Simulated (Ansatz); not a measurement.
Ansatz (a first-principles code) input:

Ansatz 0.2 input:
```yaml
crystal:
  lattice:
    - [3.266427939, 0.0, 0.0]
    - [-1.6332139695, 2.8288095748, 0.0]
    - [0.0, 0.0, 12.9907877971]
  atoms:
    - { symbol: Ti, position: [0.3333333333, 0.6666666667, 0.5737098344] }
    - { symbol: Ti, position: [0.6666666667, 0.3333333333, 0.4262901656] }
    - { symbol: Ti, position: [0.6666666667, 0.3333333333, 0.0737098344] }
    - { symbol: Ti, position: [0.3333333333, 0.6666666667, 0.9262901656] }
    - { symbol: Bi, position: [0.3333333333, 0.6666666667, 0.25] }
    - { symbol: Bi, position: [0.6666666667, 0.3333333333, 0.75] }
    - { symbol: N, position: [0.0, 0.0, 0.0] }
    - { symbol: N, position: [0.0, 0.0, 0.5] }
kpoints:
  mp_grid: { grid: [25, 25, 6] }
hamiltonian:
  xc: pbesol
  pseudopotentials: { kind: paw }
scf:
  occupations: { method: fermi_dirac, width: 0.1 }
elastic: { mode: relaxed_ion, stencil: two_point, amplitude: 0.005, f_tol: 0.0005 }
```

Output (shortened):

```
Pseudopotential: Ti, paw, valence charge 12
Pseudopotential: Bi, paw, valence charge 15
Pseudopotential: N, paw, valence charge 5
Functional definition: PBEsol
Crystal: 8 atoms, lattice volume = 120.036 Å³
Basis set: ecut = 420 eV, 2395 PW (Γ), exchange–correlation on 48×48×180 points (8 copies of the dense FFT grid, shifted against one another)
Bands: 53, of which v1, the nominal top of the filled ones, is band 44 counted from 1 (43 counted from 0)
Symmetry: 24 space group operations
Space group: P63/mmc (ITA 194), of the structure as read, at distance tolerance 4.9e-5 Å
k-points: 260 of 3750
the search or the solves at the SCF's close seem to have found levels that the self-consistency loop had missed (the run counts 1) …
SCF 1 converged in 12 iterations: F = -35144.905142 eV  dr2 = 5.30e-14
relax step   1: F+E_penalty+E_count = -35144.90514206 eV  Δ(F+E_penalty+E_count) = +0.000e0 eV  max|allowed force component| = 1.196e-3 eV/Å  Δτ_max = 0.0000 Å  (12 SCF iters, accepted)
Crystal: 8 atoms, lattice volume = 120.036 Å³
SCF 2 converged in 11 iterations: F = -35144.905142 eV  dr2 = 6.37e-15
relax step   2: F+E_penalty+E_count = -35144.90514221 eV  Δ(F+E_penalty+E_count) = -1.552e-7 eV  max|allowed force component| = 1.304e-4 eV/Å  Δτ_max = 0.0001 Å  (11 SCF iters, accepted)
Crystal: 8 atoms, lattice volume = 120.036 Å³
SCF 3 converged in 14 iterations: F = -35144.905142 eV  dr2 = 1.23e-17
Crystal: 8 atoms, lattice volume = 119.436 Å³
Basis set: ecut = 420 eV, 2371 PW (Γ), exchange–correlation on 48×48×180 points (8 copies of the dense FFT grid, shifted against one another)
Symmetry: 8 space group operations
k-points: 676 of 3750
SCF 4 converged in 12 iterations: F = -35144.903114 eV  dr2 = 4.92e-14
relax step   1: F+E_penalty+E_count = -35144.90311391 eV  Δ(F+E_penalty+E_count) = +0.000e0 eV  max|allowed force component| = 3.262e-2 eV/Å  Δτ_max = 0.0000 Å  (12 SCF iters, accepted)
Crystal: 8 atoms, lattice volume = 119.436 Å³
SCF 5 converged in 10 iterations: F = -35144.903252 eV  dr2 = 7.03e-14
relax step   2: F+E_penalty+E_count = -35144.90325199 eV  Δ(F+E_penalty+E_count) = -1.381e-4 eV  max|allowed force component| = 6.154e-3 eV/Å  Δτ_max = 0.0063 Å  (10 SCF iters, accepted)
Crystal: 8 atoms, lattice volume = 119.436 Å³
SCF 6 converged in 8 iterations: F = -35144.903267 eV  dr2 = 8.22e-14
relax step   3: F+E_penalty+E_count = -35144.90326716 eV  Δ(F+E_penalty+E_count) = -1.518e-5 eV  max|allowed force component| = 7.705e-4 eV/Å  Δτ_max = 0.0024 Å  (8 SCF iters, accepted)
Crystal: 8 atoms, lattice volume = 119.436 Å³
SCF 7 converged in 7 iterations: F = -35144.903267 eV  dr2 = 5.81e-14
relax step   4: F+E_penalty+E_count = -35144.90326733 eV  Δ(F+E_penalty+E_count) = -1.668e-7 eV  max|allowed force component| = 3.577e-4 eV/Å  Δτ_max = 0.0001 Å  (7 SCF iters, accepted)
Crystal: 8 atoms, lattice volume = 119.436 Å³
SCF 8 converged in 14 iterations: F = -35144.903267 eV  dr2 = 8.31e-19
Crystal: 8 atoms, lattice volume = 120.636 Å³
Basis set: ecut = 420 eV, 2411 PW (Γ), exchange–correlation on 48×48×180 points (8 copies of the dense FFT grid, shifted against one another)
SCF 9 converged in 12 iterations: F = -35144.902302 eV  dr2 = 5.83e-14
relax step   1: F+E_penalty+E_count = -35144.90230235 eV  Δ(F+E_penalty+E_count) = +0.000e0 eV  max|allowed force component| = 3.107e-2 eV/Å  Δτ_max = 0.0000 Å  (12 SCF iters, accepted)
Crystal: 8 atoms, lattice volume = 120.636 Å³
SCF 10 converged in 10 iterations: F = -35144.902445 eV  dr2 = 6.23e-14
relax step   2: F+E_penalty+E_count = -35144.90244487 eV  Δ(F+E_penalty+E_count) = -1.425e-4 eV  max|allowed force component| = 5.785e-4 eV/Å  Δτ_max = 0.0039 Å  (10 SCF iters, accepted)
Crystal: 8 atoms, lattice volume = 120.636 Å³
SCF 11 converged in 8 iterations: F = -35144.902445 eV  dr2 = 1.13e-14
relax step   3: F+E_penalty+E_count = -35144.90244494 eV  Δ(F+E_penalty+E_count) = -7.047e-8 eV  max|allowed force component| = 1.773e-5 eV/Å  Δτ_max = 0.0001 Å  (8 SCF iters, accepted)
Crystal: 8 atoms, lattice volume = 120.636 Å³
SCF 12 converged in 14 iterations: F = -35144.902445 eV  dr2 = 0.0
Crystal: 8 atoms, lattice volume = 119.436 Å³
SCF 13 converged in 13 iterations: F = -35144.900651 eV  dr2 = 8.36e-15
relax step   1: F+E_penalty+E_count = -35144.90065147 eV  Δ(F+E_penalty+E_count) = +0.000e0 eV  max|allowed force component| = 5.892e-2 eV/Å  Δτ_max = 0.0000 Å  (13 SCF iters, accepted)
Crystal: 8 atoms, lattice volume = 119.436 Å³
SCF 14 converged in 11 iterations: F = -35144.901025 eV  dr2 = 1.72e-14
relax step   2: F+E_penalty+E_count = -35144.90102517 eV  Δ(F+E_penalty+E_count) = -3.737e-4 eV  max|allowed force component| = 1.090e-3 eV/Å  Δτ_max = 0.0032 Å  (11 SCF iters, accepted)
Crystal: 8 atoms, lattice volume = 119.436 Å³
SCF 15 converged in 8 iterations: F = -35144.901025 eV  dr2 = 3.76e-14
relax step   3: F+E_penalty+E_count = -35144.90102530 eV  Δ(F+E_penalty+E_count) = -1.286e-7 eV  max|allowed force component| = 4.946e-6 eV/Å  Δτ_max = 0.0001 Å  (8 SCF iters, accepted)
Crystal: 8 atoms, lattice volume = 119.436 Å³
SCF 16 converged in 14 iterations: F = -35144.901025 eV  dr2 = 1.28e-19
Crystal: 8 atoms, lattice volume = 120.636 Å³
Basis set: ecut = 420 eV, 2419 PW (Γ), exchange–correlation on 48×48×180 points (8 copies of the dense FFT grid, shifted against one another)
SCF 17 converged in 13 iterations: F = -35144.905023 eV  dr2 = 8.07e-15
relax step   1: F+E_penalty+E_count = -35144.90502328 eV  Δ(F+E_penalty+E_count) = +0.000e0 eV  max|allowed force component| = 5.875e-2 eV/Å  Δτ_max = 0.0000 Å  (13 SCF iters, accepted)
Crystal: 8 atoms, lattice volume = 120.636 Å³
SCF 18 converged in 11 iterations: F = -35144.905410 eV  dr2 = 1.75e-14
relax step   2: F+E_penalty+E_count = -35144.90540974 eV  Δ(F+E_penalty+E_count) = -3.865e-4 eV  max|allowed force component| = 1.878e-3 eV/Å  Δτ_max = 0.0032 Å  (11 SCF iters, accepted)
Crystal: 8 atoms, lattice volume = 120.636 Å³
SCF 19 converged in 8 iterations: F = -35144.905410 eV  dr2 = 4.46e-14
relax step   3: F+E_penalty+E_count = -35144.90541013 eV  Δ(F+E_penalty+E_count) = -3.926e-7 eV  max|allowed force component| = 9.654e-6 eV/Å  Δτ_max = 0.0001 Å  (8 SCF iters, accepted)
Crystal: 8 atoms, lattice volume = 120.636 Å³
SCF 20 converged in 14 iterations: F = -35144.905410 eV  dr2 = 1.54e-19
Crystal: 8 atoms, lattice volume = 120.035 Å³
Basis set: ecut = 420 eV, 2399 PW (Γ), exchange–correlation on 48×48×180 points (8 copies of the dense FFT grid, shifted against one another)
Symmetry: 4 space group operations
k-points: 988 of 3750
SCF 21 converged in 11 iterations: F = -35144.904347 eV  dr2 = 2.23e-14
relax step   1: F+E_penalty+E_count = -35144.90434705 eV  Δ(F+E_penalty+E_count) = +0.000e0 eV  max|allowed force component| = 3.259e-2 eV/Å  Δτ_max = 0.0000 Å  (11 SCF iters, accepted)
Crystal: 8 atoms, lattice volume = 120.035 Å³
SCF 22 converged in 9 iterations: F = -35144.904497 eV  dr2 = 3.81e-15
relax step   2: F+E_penalty+E_count = -35144.90449749 eV  Δ(F+E_penalty+E_count) = -1.504e-4 eV  max|allowed force component| = 1.328e-2 eV/Å  Δτ_max = 0.0016 Å  (9 SCF iters, accepted)
Crystal: 8 atoms, lattice volume = 120.035 Å³
SCF 23 converged in 9 iterations: F = -35144.904527 eV  dr2 = 1.32e-14
relax step   3: F+E_penalty+E_count = -35144.90452712 eV  Δ(F+E_penalty+E_count) = -2.964e-5 eV  max|allowed force component| = 1.551e-4 eV/Å  Δτ_max = 0.0011 Å  (9 SCF iters, accepted)
Crystal: 8 atoms, lattice volume = 120.035 Å³
SCF 24 converged in 14 iterations: F = -35144.904527 eV  dr2 = 1.49e-19
Crystal: 8 atoms, lattice volume = 120.035 Å³
SCF 25 converged in 11 iterations: F = -35144.904347 eV  dr2 = 2.23e-14
relax step   1: F+E_penalty+E_count = -35144.90434705 eV  Δ(F+E_penalty+E_count) = +0.000e0 eV  max|allowed force component| = 3.259e-2 eV/Å  Δτ_max = 0.0000 Å  (11 SCF iters, accepted)
Crystal: 8 atoms, lattice volume = 120.035 Å³
SCF 26 converged in 9 iterations: F = -35144.904527 eV  dr2 = 2.11e-14
relax step   2: F+E_penalty+E_count = -35144.90452688 eV  Δ(F+E_penalty+E_count) = -1.798e-4 eV  max|allowed force component| = 1.198e-3 eV/Å  Δτ_max = 0.0028 Å  (9 SCF iters, accepted)
Crystal: 8 atoms, lattice volume = 120.035 Å³
SCF 27 converged in 8 iterations: F = -35144.904527 eV  dr2 = 6.00e-14
relax step   3: F+E_penalty+E_count = -35144.90452710 eV  Δ(F+E_penalty+E_count) = -2.234e-7 eV  max|allowed force component| = 2.652e-4 eV/Å  Δτ_max = 0.0003 Å  (8 SCF iters, accepted)
Crystal: 8 atoms, lattice volume = 120.035 Å³
SCF 28 converged in 14 iterations: F = -35144.904527 eV  dr2 = 3.64e-19
SCF converged after 14 iterations
Stability not checked: this state was not tested for a lower state beside it, because too few of the mixer's solves of this state at the end of the SCF gave a …
Free energy (F): -35144.905142 eV
Harris-Foulkes:  -35144.905142 eV  (|F-HF|=0.00e0)
Internal energy: -35144.772350 eV  (E = F + TS)
E sigma→0 (E₀):  -35144.838746 eV
Entropy (-TS):   -0.132792 eV (-16.599 meV/atom)
Fermi energy:    15.887015 eV
--- Per-component energies (eV) ---
  E_band       = -524.642208
  E_kinetic    = 1973.449175
  E_local      = -5965.583344  (includes V_loc(G=0)·N_el)
  E_nonlocal   = 1251.552186
  E_hartree    = 2225.519747
  E_xc         = -813.902738
  E_vxc        = -936.906822  (∫ρ·V_xc dr)
  E_paw        = -25356.919022  (= ΣΔE_a)
  E_vpaw       = -1298.192498  (= ΣTr[D̂ρ^β])
  E_aug_tail   = -0.000400  (compensation charges beyond the density's cutoff)
  E_ewald      = -8459.681194
  E_core_change = 0.793239  (= ΣΔE_core)
  E_smearing   = -0.132792  (= −TS)
  E_closure    = 0.000000  (closes the sum)
  Σ components = -35144.905142   (vs F -35144.905142, Δ=0.00e0)
--- Forces (eV/Å), atoms counted from 1 ---
  atom   1  Ti     0.00000000     0.00000000    -0.00013036
  atom   2  Ti     0.00000000     0.00000000     0.00013036
  atom   3  Ti     0.00000000     0.00000000    -0.00013036
  atom   4  Ti     0.00000000     0.00000000     0.00013036
  atom   5  Bi     0.00000000     0.00000000     0.00000000
  atom   6  Bi     0.00000000     0.00000000     0.00000000
  atom   7  N      0.00000000     0.00000000     0.00000000
  atom   8  N      0.00000000     0.00000000     0.00000000
  max |Σ_I F_I| component: 7.40e-17 eV/Å
--- Stress (GPa, compression-positive) ---
       -0.117157       0.000000       0.000000
        0.000000      -0.117157       0.000000
        0.000000       0.000000       0.577831
  P = ⅓ Tr σ = 0.1145 GPa (1.145 kbar)
--- Band table (eV; the first three rows and the last of 260) ---
  k-point 0: bands = ["-41.0397", "-41.0396", "-40.8775", "-40.8774", "-17.7415", "-17.7368", "-17.3422", "-17.3422", "-17.3421", "-17.3421", "-17.1954", "-17.1899", "-17.1831", "-17.1831", "-17.1830", "-17.1830", "-7.2959", "-7.2959", "-7.2958", "-7.2958", …
  k-point 1: bands = ["-41.0397", "-41.0396", "-40.8775", "-40.8774", "-17.7412", "-17.7371", "-17.3422", "-17.3422", "-17.3421", "-17.3421", "-17.1950", "-17.1903", "-17.1830", "-17.1830", "-17.1830", "-17.1830", "-7.2959", "-7.2959", "-7.2958", "-7.2958", …
  k-point 2: bands = ["-41.0397", "-41.0397", "-40.8775", "-40.8774", "-17.7403", "-17.7380", "-17.3422", "-17.3422", "-17.3422", "-17.3422", "-17.1940", "-17.1913", "-17.1830", "-17.1830", "-17.1830", "-17.1830", "-7.2959", "-7.2959", "-7.2959", "-7.2959", …
  k-point 259: bands = ["-40.9358", "-40.9358", "-40.9278", "-40.9278", "-17.6554", "-17.6554", "-17.6420", "-17.6420", "-17.6240", "-17.6240", "-17.2447", "-17.2447", "-17.1828", "-17.1828", "-17.1790", "-17.1790", "-7.2027", "-7.2027", "-7.1907", "-7.1907", …
--- Elastic constants: 3 strain directions × 2 members + reference (group order 24) ---
  dense FFT box of the reference and of every strained cell: 24×24×90
  strains applied: 11, 33, 23; error gains …
  reference relaxed by the batch: 2 steps …
  largest displacement 5.9e-5 Å; the constants are those of the deck's cell at these positions:
  atoms:
    - { symbol: Ti, position: [0.3333333333333333, 0.6666666666666666, 0.5737053305809064] }
    - { symbol: Ti, position: [0.6666666666666666, 0.3333333333333333, 0.4262946694190934] }
    - { symbol: Ti, position: [0.6666666666666666, 0.3333333333333333, 0.07370533058090654] }
    - { symbol: Ti, position: [0.3333333333333333, 0.6666666666666666, 0.9262946694190933] }
    - { symbol: Bi, position: [0.3333333333333333, 0.6666666666666666, 0.24999999999999997] }
    - { symbol: Bi, position: [0.6666666666666666, 0.3333333333333333, 0.7499999999999999] }
    - { symbol: N, position: [0.0, 0.0, 0.0] }
    - { symbol: N, position: [0.0, 0.0, 0.49999999999999994] }
  C = ∂σ_k/∂η_j (tension-positive GPa; Voigt order 11 22 33 23 13 12):
       244.038    138.392     73.620      0.000      0.000      0.000
       138.392    244.038     73.620      0.000      0.000      0.000
        74.312     74.312    205.289      0.000      0.000      0.000
         0.000      0.000      0.000     65.580      0.000      0.000
         0.000      0.000      0.000      0.000     65.580      0.000
         0.000      0.000      0.000      0.000      0.000     52.823
  reference stress σ⁰ (GPa):      0.117      0.117     -0.578      0.000      0.000      0.000
  moduli (Voigt/Reuss/Hill, GPa): K = 140.67/135.91/138.29   G = 63.93/61.84/62.89   E = 163.83   ν = 0.303
  mechanically stable: yes (min eigenvalue of sym C = 52.82 GPa)
  strain η (Voigt 11):  stress-route row diagonal C_11 = 244.04 GPa, energy-path curvature d²(F+E_count+ΔE)/dδ²/Ω₀ = 244.01 GPa
         δ    σ_11 (GPa)             F (eV)   n_scf  n_hpsi   n_pw
    -5.000e-3      -1.1267      -35144.9032673      14  753544   2394   relax 4 steps, max|allowed force component| 3.58e-4 eV/Å
     5.000e-3       1.3137      -35144.9024449      14  751583   2411   relax 3 steps, max|allowed force component| 1.77e-5 eV/Å
  strain η (Voigt 33):  stress-route row diagonal C_33 = 205.29 GPa, energy-path curvature d²(F+E_count+ΔE)/dδ²/Ω₀ = 205.27 GPa
         δ    σ_33 (GPa)             F (eV)   n_scf  n_hpsi   n_pw
    -5.000e-3      -1.6262      -35144.9010253      14  288733   2396   relax 3 steps, max|allowed force component| 4.95e-6 eV/Å
     5.000e-3       0.4267      -35144.9054101      14  284650   2419   relax 3 steps, max|allowed force component| 9.65e-6 eV/Å
  strain η (Voigt 23):  stress-route row diagonal C_44 = 65.58 GPa, energy-path curvature d²(F+E_count+ΔE)/dδ²/Ω₀ = 65.71 GPa
         δ    σ_23 (GPa)             F (eV)   n_scf  n_hpsi   n_pw
    -5.000e-3      -0.3279      -35144.9045271      14  1104792   2399   relax 3 steps, max|allowed force component| 1.55e-4 eV/Å
     5.000e-3       0.3279      -35144.9045271      14  1098359   2399   relax 3 steps, max|allowed force component| 2.65e-4 eV/Å
```

Cost: around 100 core-minutes (rough) on shared cores.

Space group P6_3/mmc. The start of the workflow was typed in or built on a structure type; neither database checked (COD, Materials Project) lists it. Its standing as an ambient phase is unchecked. The PBEsol relaxation kept the symmetry of its start; its stability against distortions is not shown here. No spin polarisation was allowed. As this level gives no gap, shear constants depend on the k-mesh and smearing (Fermi–Dirac, 0.1 eV here). On the denser mesh and wider smearing of the elastic run this cell carries a stress of 0.6 GPa. Spin–orbit coupling is left out wherever it is not named.

Potentials: the later of the program's two PAW sets.

Ansatz is a plane-wave DFT program.
